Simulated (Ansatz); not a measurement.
Y (bcc type), DFT, LDA, norm-conserving pseudopotentials, Ansatz's default files, scalar-relativistic (Ansatz 0.2.0), on 1 thread of Arm Neoverse V1 (shared host).

Command: `ansatz run input.yaml --threads 1 --pin off --max-ram 2048MiB --backend cpu --events-out ev --progress --plain --runs-dir out`

```yaml
crystal:
  lattice:
    - [-1.7362215779, 1.7362215779, 1.7362215779]
    - [1.7362215779, -1.7362215779, 1.7362215779]
    - [1.7362215779, 1.7362215779, -1.7362215779]
  atoms:
    - { symbol: "Y", position: [0.0, 0.0, 0.0] }
kpoints:
  mp_grid: { grid: [14, 14, 14] }
scf:
  occupations: { method: fermi_dirac, width: 0.05 }
hamiltonian:
  xc: lda
  pseudopotentials: { kind: nc }
output:
  forces: true
  stress: true
  eigenvalues: true
```

Question: How large is the problem that the program sets up?

Answer: 104 irreducible k-points, 1481 plane waves at Γ, 10 bands.

Question: About how long does it take?

Answer: 4.5 s of wall time for 6 SCF iterations. Times on shared machines scatter by tens of per cent.
